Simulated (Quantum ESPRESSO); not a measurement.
Parts of the isotropic shielding in CaS, by PBE GIPAW (a modified build of Quantum ESPRESSO, JTH PAW datasets), 20 Ha, k-mesh 6×6×6 shifted:

```xyz
2
Lattice="0.0000 2.8451 2.8451 2.8451 0.0000 2.8451 2.8451 2.8451 0.0000" Properties=species:S:1:pos:R:3 pbc="T T T"
Ca     0.0000     0.0000     0.0000
S      2.8451     2.8451     2.8451
```
The cell was made here from an entry of the Crystallography Open Database (unchecked): atoms relaxed with PBE in the measured cell (PBE without dispersion, pw.x of Quantum ESPRESSO, symmetry kept).  Stability against distortions was not tested.

The core term is that of the free atom's frozen core; the paramagnetic column sums the reconstruction terms. These are absolute shieldings with no macroscopic susceptibility term; δ = σ_ref − σ needs a reference computed alike. By our sweeps, such settings leave a few ppm in absolute σ. The datasets of S hold no d projectors, which limits absolute σ on these atoms. PBE places the empty d or f states of Ca too low, which is known to distort σ on and beside such ions.

```tsv
site	core	bare (smooth current)	diamagnetic correction	paramagnetic corrections	σ_iso (ppm)
Ca (atom 1)	1265.0	63.4	29.7	(withheld)	(withheld)
S (atom 2)	979.8	21.9	-10.1	(withheld)	(withheld)
```

Question: What belongs in the gaps?

Answer: 
- Ca (atom 1), paramagnetic corrections: -390.6
- Ca (atom 1), σ_iso (ppm): 967.6
- S (atom 2), paramagnetic corrections: -640.3
- S (atom 2), σ_iso (ppm): 351.3
